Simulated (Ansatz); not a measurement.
Ansatz input

```yaml
crystal:
  lattice:
    - [-1.7544144711, 1.7542920558, 1.1987918246]
    - [1.7542920558, -1.7544144711, 1.1987918246]
    - [2.8488754325, 2.8488754325, -1.1990160284]
  atoms:
    - { symbol: Cr, position: [8.0178e-06, 0.9999919822, 1.0], spin: 1.5 }
    - { symbol: Cr, position: [0.7499919822, 0.2500080178, 0.5], spin: 1.5 }
hamiltonian:
  xc: r2scan
  pseudopotentials:
    kind: paw
    azcp:
      Cr: "pseudopotentials/Cr.paw.azcp"
basis:
  ecutwfc: 500
  fft_grid_basis: typed
kpoints:
  mp_grid: { grid: [17, 17, 9], shift: [0, 0, 0] }
magnetization:
  spin_polarized: true
scf:
  occupations: { method: fermi_dirac, width: 0.05 }
  lower_state_search: "off"
output:
  stress: true
```

Output

```
Engine: ansatz 0.2.0, x86_64-unknown-linux-gnu
Pseudopotentials: kind: paw
Pseudopotential: Cr, paw, valence charge 14, recommended cutoff 500 eV (meta_gga) 
Functional definition: r2SCAN
  parameter k0 = 0.174
  parameter k1 = 0.065
  parameter a1 = 4.9479
  exchange = r2scan_x(k0 = k0, k1 = k1, a1 = a1)
  correlation = r2scan_c
Crystal: 2 atoms, lattice volume = 23.965 Å³
Basis set: ecut = 500 eV, 595 PW (Γ), exchange–correlation on 96×96×128 points (64 copies of the dense FFT grid, shifted against one another)
Bands: 20, of which v1, the nominal top of the filled ones, is band 14 counted from 1 (13 counted from 0)
Symmetry: 4 space group operations
Space group: C2/c (ITA 15), of the structure as read, at distance tolerance 2.9e-5 Å
Magnetic group: BNS 15.85 (UNI 92), of the structure as read, at distance tolerance 2.9e-5 Å
k-points: 693 of 2601
Non-local potential: Cr, projectors of the file, l = 0: 3, l = 1: 2, l = 2: 3, l = 3: 1
PAW form: soft (Blöchl's): semilocal exchange-correlation on the pseudo side does not see the compensation charge
PAW frozen core: Cr, regenerated for the run's functional (the file was generated under x = pbe(κ = 0.804, μ = 0.2195149727645171), c = pbe(β = 0.06672455060314922))
PAW one-centre angular grid: Cr, 590 points (default); XC on 160 Gauss nodes
Initial density: superposition of atomic densities (chi_scale 0.1, normalization cell)
Starting moments: Σ|m| = 3 μB on 2 of 2 sites
Initial wavefunctions: pseudopotential atomic-orbital guess
Functional: x = r2scan, c = r2scan; τ floored in thin density (d = 2e-4 eV/Å³)
SCF iter   1: F=-6758.824946 eV  HF=-6766.332824 eV  |F-HF|=7.51e0  |Δ(HF+E_count)|=         —  Δρ=2.07e-1 (↑2.07e-1 ↓5.69e-2)  dr2=1.05e1  dr2_τ=1.01e-1  dr2_m=2.16e0  M=1.013 μB ∫|m|=1.029 μB  β_m=0.30  ethr=3.10e-3  ⟨swp⟩=3.5  Hψ=102694  notcnv=0
SCF iter   2: F=-6763.022015 eV  HF=-6764.281897 eV  |F-HF|=1.26e0  |Δ(HF+E_count)|=    2.05e0  Δρ=1.24e-1 (↑1.24e-1 ↓4.26e-2)  dr2=3.00e0  dr2_τ=5.85e-2  dr2_m=1.09e0  M=0.978 μB ∫|m|=1.003 μB  β_m=0.30  ethr=3.10e-3  ⟨swp⟩=2.0  Hψ=67688  notcnv=0  defer=800  κ⁻¹=1.0e0(r=1)
SCF iter   3: F=-6764.246193 eV  HF=-6764.080654 eV  |F-HF|=1.66e-1  |Δ(HF+E_count)|=   2.01e-1  Δρ=5.43e-2 (↑5.43e-2 ↓5.38e-2)  dr2=1.38e-1  dr2_τ=2.29e-2  dr2_m=5.75e-1  M=0.922 μB ∫|m|=0.947 μB  β_m=0.30  ethr=3.10e-3  ⟨swp⟩=2.3  Hψ=60991  notcnv=0  defer=773  κ⁻¹=2.0e-3(r=2)
SCF iter   4: F=-6764.315826 eV  HF=-6764.205269 eV  |F-HF|=1.11e-1  |Δ(HF+E_count)|=   1.25e-1  Δρ=4.93e-2 (↑3.71e-2 ↓4.93e-2)  dr2=3.87e-2  dr2_τ=1.19e-2  dr2_m=4.07e-1  M=0.769 μB ∫|m|=0.801 μB  β_m=0.30  ethr=4.95e-4  ⟨swp⟩=2.1  Hψ=67969  notcnv=0  defer=661  κ⁻¹=1.0e-4(r=3)
SCF iter   5: F=-6764.363386 eV  HF=-6764.268963 eV  |F-HF|=9.44e-2  |Δ(HF+E_count)|=   6.37e-2  Δρ=3.89e-2 (↑3.66e-2 ↓3.89e-2)  dr2=1.81e-3  dr2_τ=8.69e-3  dr2_m=3.13e-1  M=0.617 μB ∫|m|=0.655 μB  β_m=0.30  ethr=1.38e-4  ⟨swp⟩=2.1  Hψ=44480  notcnv=0  defer=661  κ⁻¹=1.2e-5(r=4)
...
iter 20 did not close the SCF: its close was put off for a magnetic moment that had not settled (scf_convergence_deferred on its scf_iter line)
SCF iter  20: F=-6764.444442 eV  HF=-6764.444442 eV  |F-HF|=1.13e-8  |Δ(HF+E_count)|=   6.19e-8  Δρ=7.42e-7 (↑4.63e-7 ↓7.42e-7)  dr2=3.72e-11  dr2_τ=3.34e-12  dr2_m=6.52e-11  M=-0.000 μB ∫|m|=0.000 μB  β_m=1.20  ethr=1.00e-12  ⟨swp⟩=1.0  Hψ=84408  notcnv=0  κ⁻¹=3.1e-7(r=8)
SCF iter  21: F=-6764.444442 eV  HF=-6764.444442 eV  |F-HF|=2.93e-10  |Δ(HF+E_count)|=   1.31e-8  Δρ=2.03e-7 (↑1.42e-7 ↓2.03e-7)  dr2=1.82e-12  dr2_τ=1.82e-13  dr2_m=5.29e-12  M=-0.000 μB ∫|m|=0.000 μB  ethr=1.00e-12  ⟨swp⟩=1.0  Hψ=80825  notcnv=0
WARN: the starting moments were not kept: the SCF closed with an absolute magnetisation of 1.6e-5 μB, where they sum to 3 μB in size (2 sites). That is at most 0.1 of that sum. Measured as dr2_m measures the in/out step, that magnetisation stands 1.6e-10 eV from none, at or under the dr2_threshold of 1.0e-7 eV: it is no larger than a step whose dr2_m would equal this threshold. The system may hold no moment; this SCF shows only that its start led to no more than that. To try another start: raise the starting moments (crystal.atoms[].spin, magnetization.per_species, magnetization.initial_magnetization, or on a non-collinear deck that types none of these the spinor_matrix: blocks that start its atoms; where the total moment is fixed, keep their sum and leave initial_magnetization as it is; typed ones take the place of any that the run laid by itself, positive ones on a crystal's lanthanoids without a Hubbard term where scf.initial_density.shell_occupations: [] is typed) or, if the notice of its spin-set hold's release reads "site moments contracting" or "site moments show no strong build", lengthen the hold (scf.mixing.spin_hold: { on: { confirm: 4 } }; for m-r²SCAN on two components see the key's manual first). Each may lead to a state that holds a moment. A second SCF, from the converged charge density, with the starting moments and any scf.initial_density.shell_occupations laid on it anew, would have followed, and was not run: the deck does not ask for one (magnetization.retry_lost_moments is false, the default). To let it run, set magnetization.retry_lost_moments: true and run the deck again, where that key's refused combinations let it; where memory then withholds it, that run's warning says so.
SCF 1 converged in 21 iterations: F = -6764.444442 eV  dr2 = 1.82e-12
this state was not tested for a lower state beside it, because the mixer in use, unlike msr1, does not test its closes by its own steps (another_mixer; see scf.mixing.algorithm and scf.lower_state_search)
SCF converged after 21 iterations
Magnetization: -0.0000 μB (14.0000 up, 14.0000 down)
Absolute magnetization: 0.0000 μB (∫|ρ↑−ρ↓|, with the PAW one-centre terms)
Spin contamination: 0.0000 ħ² per cell (⟨S²⟩ above its minimum at these occupations)
Per-site moments (μB) at R_I (Å): [(-6.892547886340561e-6, 0.9890032578732296), (-6.892547886297274e-6, 0.9890032578732296)]
Free energy (F): -6764.444442 eV
Harris-Foulkes:  -6764.444442 eV  (|F-HF|=2.93e-10)
Internal energy: -6764.433051 eV  (E = F + TS)
E sigma→0 (E₀):  -6764.438746 eV
Entropy (-TS):   -0.011391 eV (-5.696 meV/atom)
Fermi energy:    18.372162 eV
--- Per-component energies (eV) ---
  E_band       = -345.077740
  E_kinetic    = 686.058629
  E_local      = -2427.964648  (includes V_loc(G=0)·N_el)
  E_nonlocal   = 157.355634
  E_hartree    = 1054.041993
  E_xc         = -275.372555
  E_vxc        = -400.725467  (∫ρ·V_xc dr)
  E_paw        = -2404.247921  (= ΣΔE_a)
  E_vpaw       = -493.188664  (= ΣTr[D̂ρ^β])
  E_aug_tail   = 0.000461  (compensation charges beyond the density's cutoff)
  E_vtau       = 25.302292  (kinetic-family band-sum trace: ∫τ·v_τ [+ j·A + Jᵃ·Aᵃ] dr)
  E_ewald      = -3553.759989
  E_core_change = -0.544655  (= ΣΔE_core)
  E_smearing   = -0.011391  (= −TS)
  E_closure    = 0.000000  (closes the sum)
  Σ components = -6764.444442   (vs F -6764.444442, Δ=0.00e0)
--- Stress (GPa, compression-positive) ---
       -9.658265      -0.303418       0.018547
       -0.303418      -9.658265       0.018547
        0.018547       0.018547      -9.262832
  P = ⅓ Tr σ = -9.5265 GPa (-95.265 kbar)
```

Command:

```sh
ansatz run input.yaml --threads 2 --pin off --max-ram 6144MiB --backend cpu --events-out ev --progress --plain --runs-dir out
```

On 2 threads of Intel(R) Xeon(R) Platinum 8259CL CPU @ 2.50GHz (Skylake/Cascade Lake) (shared host) this took about 150 s of wall time and 270 s of CPU time.
